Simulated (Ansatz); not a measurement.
**TlLaO₂ (ordering on rocksalt): the band gap by level of theory**

All numbers come from Ansatz. No magnetic order. The prototype was imposed, so other structures may be more stable.

The cell is TlLaO₂, ordered on the rocksalt lattice (I4_1/amd) with 8 atoms a cell (it has left that coordination); cell and atoms were relaxed with r2SCAN. It is tetragonal, I4_1/amd (No. 141); conventional cell a = 5.085 Å, c = 11.754 Å, 18.99 Å³ an atom. Tl has 4 O at 2.60 Å; O has 3 La at 2.38–2.60 Å and 2 Tl at 2.60 Å; La has 6 O at 2.38–2.60 Å.

```cif
data_structure
_symmetry_space_group_name_H-M 'I4_1/amd:1'
_symmetry_Int_Tables_number 141
_cell_length_a 5.0847
_cell_length_b 5.0847
_cell_length_c 11.7535
_cell_angle_alpha 90.000
_cell_angle_beta 90.000
_cell_angle_gamma 90.000
_cell_volume 303.88
loop_
_atom_site_label
_atom_site_type_symbol
_atom_site_symmetry_multiplicity
_atom_site_Wyckoff_symbol
_atom_site_fract_x
_atom_site_fract_y
_atom_site_fract_z
_atom_site_occupancy
Tl1 Tl 4 a 0.00000 0.50000 0.25000 1
O1 O 8 e 0.50000 0.00000 0.45265 1
La1 La 4 b 0.50000 0.00000 0.25000 1
```

Relaxed lattice by functional, symmetry kept:

| functional | k mesh | a (Å) | c (Å) | volume (Å³/atom) |
| --- | --- | --- | --- | --- |
| PBE | 8×8×8 | 5.132 | 11.783 | 19.40 |
| r2SCAN | 6×6×6 | 5.085 | 11.754 | 18.99 |

Band edges at fixed r2SCAN geometry:
```json
{"level": "PBE+SOC", "k mesh": "8×8×8", "gap (eV)": "0.81", "kind": "indirect", "edges": "(0.049, 0.049, 0.411) → Γ", "least direct gap (eV)": "1.04"}
{"level": "r2SCAN", "k mesh": "8×8×8", "gap (eV)": "1.08", "kind": "indirect", "edges": "(0.049, 0.049, 0.411) → Γ", "least direct gap (eV)": "1.46"}
{"level": "HSE06", "k mesh": "4×4×4", "gap (eV)": "1.52", "kind": "indirect", "edges": "(0.049, 0.049, 0.411) → Γ", "least direct gap (eV)": "1.84"}
{"level": "PBE0", "k mesh": "4×4×4", "gap (eV)": "2.17", "kind": "indirect", "edges": "(0.049, 0.049, 0.411) → Γ", "least direct gap (eV)": "2.46"}
```
PBE+SOC: smearing of 0.02 eV; the others have fixed occupations.
Wave cutoffs: 420 eV, 500 eV (r2SCAN).
Points off the special ones are mesh points or PBE's searched band edges, reused at the other levels. PBE's own run along the path (0.90 eV) came before the search for the edges and missed one, so it isn't listed.

HSE06 gives an indirect gap of 1.52 eV, from k = (0.049, 0.049, 0.411) to Γ; the least direct gap is 1.84 eV at P–N (0.10 of the way from P).

Among these functionals the gap stays indirect.

Only the levels marked +SOC include spin-orbit coupling.

Coordinates of k points refer to the reciprocal vectors of the primitive cell of the runs.
